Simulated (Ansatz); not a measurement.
# Profile along the Sn–Sn line in Sn (diamond)

Sn (diamond)

```cif
data_Sn2
_chemical_formula_sum 'Sn2'
_space_group_name_H-M_alt 'P 1'
_space_group_IT_number 1
_cell_length_a 4.62451
_cell_length_b 4.62451
_cell_length_c 4.62451
_cell_angle_alpha 60.000
_cell_angle_beta 60.000
_cell_angle_gamma 60.000
loop_
_space_group_symop_operation_xyz
  'x, y, z'
loop_
_atom_site_label
_atom_site_type_symbol
_atom_site_fract_x
_atom_site_fract_y
_atom_site_fract_z
_atom_site_occupancy
Sn1 Sn 0.50000 0.50000 0.50000 1
Sn2 Sn 0.75000 0.75000 0.75000 1
```

Fields along a shortest Sn–Sn line of a {110} plane (2.83 Å), from Sn to Sn, interpolated on the slice's grid (step about 0.2 Å). Calculation: PBEsol (plane waves to 420 eV, PAW, scalar-relativistic; Ansatz, a first-principles code). k mesh 12×12×12. These are valence fields of a PAW run, semicore shells included where kept as valence: close to a nucleus they are smooth pseudo fields. Sn was relaxed with its symmetry unable to fall.

| distance from Sn (Å) | valence electron density (e/Å³) | electron localisation function |
|---|---|---|
| 0.00 | 16.63 | x |
| 0.28 | 11.29 | x |
| 0.57 | 3.88 | 0.10 |
| 0.85 | 1.00 | 0.29 |
| 1.13 | 0.44 | 0.43 |
| 1.42 | 0.35 | 0.64 |
| 1.70 | 0.44 | 0.43 |
| 1.98 | 1.00 | 0.29 |
| 2.26 | 3.88 | 0.10 |
| 2.55 | 11.29 | x |
| 2.83 | 16.63 | x |

x: too close to a nucleus for the ELF to mean much.

Density on the Sn–Sn line (2.83 Å) at its midpoint: 0.35 e/Å³. ELF at that point: 0.6. ELF maximum in the middle third of the Sn–Sn line: 0.64, 1.4 Å from Sn.
